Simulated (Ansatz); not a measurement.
WO$_{2}$ in space group P2_1/c (No. 14; W on 4e, O on 4e, O on 4e), plane-wave PAW PBEsol (Ansatz code), all energies at zero smearing, with the estimated change up to a 700 eV cutoff added, with one set of potentials and settings (totals compare only within such a set). Cell of 12 atoms (4 W, 8 O): -45516.704 eV.

| element | reference phase | E (eV/atom) |
|---|---|---|
| W | Im-3m, 1 atoms in the cell | -10256.5620 |
| O | C2/m, 4 atoms in the cell, spin-polarised | -558.3554 |

Formation energy per atom, worked out: (-45516.704 − 4×(-10256.5620) − 8×(-558.3554))/12 = -1.968 eV/atom (-190 kJ per mol of atoms), at 0 K, without zero-point energy or fitted corrections.

The workflow started from an entry of the Crystallography Open Database (COD), which files this formula under 2 space groups. Whether it is the stable phase at ambient conditions was not checked. Symmetry was held in the PBEsol relaxation; its stability against distortions is not shown here. No spin polarisation was allowed. No Hubbard U is applied. The references are the lowest solids computed at this level, not always the standard phases (solids in place of the gases). Scalar-relativistic: spin–orbit coupling is off unless named, which matters more the heavier the elements.

Potentials: the later of the program's two PAW sets.
